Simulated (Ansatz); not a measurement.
**Data sheet: SiC (DFT)**

SiC:
```xyz
6
Lattice="3.0849 0.0000 0.0000 -1.5425 2.6716 0.0000 0.0000 0.0000 7.0617" Properties=species:S:1:pos:R:3 pbc="T T T"
Si     1.5425     0.0000     3.5308
Si    -0.7712     1.3358     1.1769
Si     0.7712     1.3358     5.8847
C      1.5425     0.0000     0.0000
C     -0.7712     1.3358     4.7078
C      0.7712     1.3358     2.3539
```

Space group P6_222 (No. 180); conventional cell a = 3.085 Å, b = 3.085 Å, c = 7.062 Å, α = 90.00°, β = 90.00°, γ = 120.00°.

Method: PBE in the plane-wave PAW code Ansatz. The cell and atoms are relaxed at this level. Other levels are named where they apply.

**Cell and energy**

* **Volume per atom**: 9.70 Å³
* **Density**: 3.43 g/cm³
* **Formation energy from the elements (no fitted shifts)**: 0.36 eV/atom

**Electronic structure**

- Band gap = 0.87 eV (indirect)
- Valence-band maximum = at Γ
- Conduction-band minimum = at M (3 equivalent valleys)
- Smallest direct gap on the standard path = 3.00 eV
- Electron effective mass = 0.17, 0.45, 0.77 mₑ (principal values)
- Hole effective mass = 0.39, 0.39, 3.6 mₑ (principal values)

**Mechanics**

- Bulk modulus (Birch–Murnaghan fit): 219 GPa
- Pressure derivative B′: 4.0

The start of the workflow was typed in or built on a structure type; neither database checked (COD, Materials Project) lists it. It is not the phase usual at ambient conditions (space group No. 186, 216). The cell was relaxed with PBE under the symmetry of its start; whether a distortion lowers the energy is not shown. Its formation energy is positive at this level, so the cell may be metastable or incomplete. The references are the lowest solids computed at this level, not always the standard phases.

Potentials: the later of the program's two PAW sets.
